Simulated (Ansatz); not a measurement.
An Ansatz (a first-principles code) run. Input:

Ansatz 0.2 input:
```yaml
crystal:
  lattice:
    - [0.0, 2.3542258105, 2.3542258105]
    - [2.3542258105, 0.0, 2.3542258105]
    - [2.3542258105, 2.3542258105, 0.0]
  atoms:
    - { symbol: C, position: [0.0, 0.0, 0.0] }
    - { symbol: Zr, position: [0.5, 0.5, 0.5] }
kpoints:
  mp_grid: { grid: [15, 15, 15] }
hamiltonian:
  xc: pbe
  pseudopotentials: { kind: paw }
scf:
  occupations: { method: fermi_dirac, width: 0.1 }
phonons:
  method: dfpt
  response_accuracy: low
  eigenvectors: true
  rigid_motions: translations
```

Output (shortened):

```
Pseudopotential: C, paw, valence charge 4
Pseudopotential: Zr, paw, valence charge 12
Functional definition: PBE
Crystal: 2 atoms, lattice volume = 26.096 Å³
Basis set: ecut = 420 eV, 531 PW (Γ), exchange–correlation on 48×48×48 points (8 copies of the dense FFT grid, shifted against one another)
Bands: 12, of which v1, the nominal top of the filled ones, is band 8 counted from 1 (7 counted from 0)
Symmetry: 48 space group operations
k-points: 288 of 3375 (irreducible under 8 space group operations, time reversal used)
SCF iter   1: F=—  HF=-4436.501097 eV  |F-HF|=—  |Δ(HF+E_count)|=         —  Δρ=1.38e-3  dr2=4.70e-4  ethr=1.77e-3  ⟨swp⟩=5.0  Hψ=17345  notcnv=0
preconditioner: auto → none
SCF iter   2: F=—  HF=-4436.500737 eV  |F-HF|=—  |Δ(HF+E_count)|=   3.60e-4  Δρ=7.84e-4  dr2=1.68e-4  ethr=2.94e-6  ⟨swp⟩=2.2  Hψ=7681  notcnv=0
SCF iter   3: F=—  HF=-4436.500735 eV  |F-HF|=—  |Δ(HF+E_count)|=   2.64e-6  Δρ=2.51e-4  dr2=1.40e-5  ethr=1.05e-6  ⟨swp⟩=2.0  Hψ=4419  notcnv=0
SCF iter   4: F=—  HF=-4436.500729 eV  |F-HF|=—  |Δ(HF+E_count)|=   5.70e-6  Δρ=8.34e-5  dr2=1.54e-6  ethr=8.74e-8  ⟨swp⟩=2.0  Hψ=5474  notcnv=0
SCF iter   5: F=—  HF=-4436.500729 eV  |F-HF|=—  |Δ(HF+E_count)|=   9.76e-8  Δρ=8.79e-6  dr2=7.47e-9  ethr=9.64e-9  ⟨swp⟩=2.0  Hψ=5727  notcnv=0
SCF iter   6: F=—  HF=-4436.500729 eV  |F-HF|=—  |Δ(HF+E_count)|=   9.17e-9  Δρ=4.07e-6  dr2=2.69e-9  ethr=4.67e-11  ⟨swp⟩=3.0  Hψ=6011  notcnv=0
SCF iter   7: F=—  HF=-4436.500729 eV  |F-HF|=—  |Δ(HF+E_count)|=   1.11e-9  Δρ=8.07e-7  dr2=8.69e-11  ethr=1.68e-11  ⟨swp⟩=2.1  Hψ=5454  notcnv=0
SCF iter   8: F=-4436.500729 eV  HF=-4436.500729 eV  |F-HF|=0.00e0  |Δ(HF+E_count)|=  3.27e-11  Δρ=1.44e-7  dr2=2.89e-12  ethr=1.00e-12  ⟨swp⟩=5.7  Hψ=13883  notcnv=0
SCF 1 converged in 8 iterations: F = -4436.500729 eV  dr2 = 2.89e-12
DFPT response loops at Γ: preconditioner auto → Kerker (q_TF=auto, 2.515 Å⁻¹) (partly filled bands, converged f_vac=0.000) …
SCF converged after 8 iterations
Free energy (F): -4436.500729 eV
Harris-Foulkes:  -4436.500729 eV  (|F-HF|=0.00e0)
Internal energy: -4436.490339 eV  (E = F + TS)
E sigma→0 (E₀):  -4436.495534 eV
Entropy (-TS):   -0.010390 eV (-5.195 meV/atom)
Fermi energy:    14.778134 eV
--- Per-component energies (eV) ---
  E_band       = -50.192668
  E_kinetic    = 422.218341
  E_local      = -597.386667  (includes V_loc(G=0)·N_el)
  E_nonlocal   = 104.386699
  E_hartree    = 179.319785
  E_xc         = -211.337959
  E_vxc        = -252.649444  (∫ρ·V_xc dr)
  E_paw        = -3051.987714  (= ΣΔE_a)
  E_vpaw       = -85.401165  (= ΣTr[D̂ρ^β])
  E_aug_tail   = 0.000034  (compensation charges beyond the density's cutoff)
  E_ewald      = -1281.702858
  E_smearing   = -0.010390  (= −TS)
  E_closure    = 0.000000  (closes the sum)
  Σ components = -4436.500729   (vs F -4436.500729, Δ=0.00e0)
  [band-id]    e_kinetic+e_local+e_nonlocal+2·e_hartree+e_vxc+e_vpaw+e_augmentation_tail = -50.192632   (vs E_band -50.192668, Δ=3.61e-5)
--- Band table (eV; the first three rows and the last of 288) ---
  k-point 0: bands = ["-33.3388", "-11.0548", "-11.0548", "-11.0548", "3.4881", "15.7113", "15.7113", "15.7113", "15.8720", "15.8720", "15.8720", "17.5765"]
  k-point 1: bands = ["-33.3346", "-11.0939", "-11.0582", "-11.0582", "3.5887", "14.9131", "15.1211", "15.1211", "16.1000", "16.1000", "16.4388", "18.1467"]
  k-point 2: bands = ["-33.3226", "-11.2028", "-11.0678", "-11.0678", "3.8789", "13.8930", "14.2925", "14.2925", "16.4182", "16.4182", "16.8766", "19.2685"]
  k-point 287: bands = ["-33.2073", "-11.5761", "-11.5462", "-11.3415", "5.3515", "11.9980", "12.4424", "12.5490", "17.7479", "18.3308", "20.3994", "21.8130"]
--- Phonons (Γ-DFPT): 2 representative perturbations + reference, on 288 of 3375 k-points (Σ response iterations 6) ---
  ASR residual: 5.728e-5 → 0.000e0 eV/Å²; symmetrization residual: 6.477e-6 eV/Å²
  ASR residual per site (eV/Å²): 5.73e-5 3.81e-5
  Γ frequencies (cm⁻¹): 0.00 0.00 0.00 420.60 420.60 420.60
  non-analytic LO–TO correction: not included (Born effective charges unavailable; polar crystals: no LO–TO splitting at Γ)
```

Cost: about 26 core-seconds (a rough figure) on shared cores.

Space group Fm-3m (rock salt). The PBE relaxation kept the symmetry of its start; of distortions, only those at the zone centre were tested. No spin polarisation was allowed. As this level gives no gap, phonon frequencies hold no LO–TO term and depend on the k-mesh and smearing (Fermi–Dirac, 0.1 eV here). Spin–orbit coupling is left out wherever it is not named.

Potentials: the later of the program's two PAW sets.

Ansatz is a plane-wave DFT program.
